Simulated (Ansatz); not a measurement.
AlV₂C:
```cif
data_C2Al2V4
_chemical_formula_sum 'Al2 V4 C2'
_space_group_name_H-M_alt 'P63/mmc'
_space_group_IT_number 194
_space_group_name_Hall '-P 6c 2c'
_cell_length_a 2.88670
_cell_length_b 2.88670
_cell_length_c 13.11186
_cell_angle_alpha 90.000
_cell_angle_beta 90.000
_cell_angle_gamma 120.000
loop_
_atom_site_label
_atom_site_type_symbol
_atom_site_symmetry_multiplicity
_atom_site_Wyckoff_symbol
_atom_site_fract_x
_atom_site_fract_y
_atom_site_fract_z
_atom_site_occupancy
Al1 Al 2 d 0.66667 0.33333 0.25000 1
V1 V 4 f 0.33333 0.66667 0.08547 1
C1 C 2 a 0.00000 0.00000 0.00000 1
```

Relaxed at zero pressure with r²SCAN in the plane-wave PAW code Ansatz.

The volume is raised by 9 % and shape and atoms relax at that volume. What pressure results, and how do the axes share the change?

-13.2 GPa; a 2.9 %, b 2.9 %, c 2.9 %; the energy rises by 48 meV/atom.

Give the new structure.


Space group P6₃/mmc (No. 194); a = 2.972 Å, b = 2.972 Å, c = 13.486 Å, α = 90.00°, β = 90.00°, γ = 120.00°

```csv
atom,site,symmetry,x,y,z
Al,2d,-6m2,0.6667,0.3333,0.2500
V,4f,3m.,0.3333,0.6667,0.0824
C,2a,-3m.,0.0000,0.0000,0.0000
```

The phase is kept; no other phase was compared at this pressure.

Space group P6_3/mmc. The cell was relaxed with r²SCAN under the symmetry of its start. The workflow began spin-polarised and lost its moments.

Potentials: the later of the program's two PAW sets.
